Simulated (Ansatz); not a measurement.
HfO₂:
```
CELL_PARAMETERS angstrom
      3.56708     0.00000     0.00000
      0.00000     3.56708     0.00000
      0.00000     0.00000     5.16594
ATOMIC_POSITIONS crystal
  Hf 0.00000 0.00000 0.00000
  Hf 0.50000 0.50000 0.50000
  O  0.00000 0.50000 0.20010
  O  0.00000 0.50000 0.70010
  O  0.50000 0.00000 0.29990
  O  0.50000 0.00000 0.79990
```

Relaxed with PBEsol. Special points in fractions of this cell's reciprocal vectors: Γ (0.000, 0.000, 0.000); X (0.000, 0.500, 0.000); M (0.500, 0.500, 0.000); Z (0.000, 0.000, 0.500); R (0.000, 0.500, 0.500); A (0.500, 0.500, 0.500).

Question: List the band energies nearest the valence-band maximum at these points for PBEsol with spin–orbit coupling (plane waves, PAW; program Ansatz).

Answer: In eV from the valence-band maximum; about four levels below and three above (degenerate sets whole), none deeper than 8.9 eV; points with the same levels are listed once.

| k | below | above |
|---|---|---|
| Γ | -0.08 -0.08 -0.07 -0.07 | 4.57 4.57 4.62 4.62 |
| X | -0.16 -0.16 -0.16 -0.16 | 5.00 5.00 5.00 5.00 |
| M | -0.44 -0.44 -0.44 -0.44 | 5.55 5.55 5.55 5.55 |
| Z | -0.01 -0.01 -0.01 -0.01 | 5.29 5.29 5.29 5.29 |
| R | -0.97 -0.97 -0.97 -0.97 | 5.13 5.13 5.13 5.13 |
| A | 0.00 0.00 0.00 0.00 | 5.84 5.84 5.84 5.84 |

Space group P4_2/nmc. This is a known high-temperature phase of the composition, computed here at zero pressure and temperature. The PBEsol relaxation kept the symmetry of its start; whether a distortion lowers the energy is not shown. The run is not spin-polarised.

Potentials: the later of the program's two PAW sets.
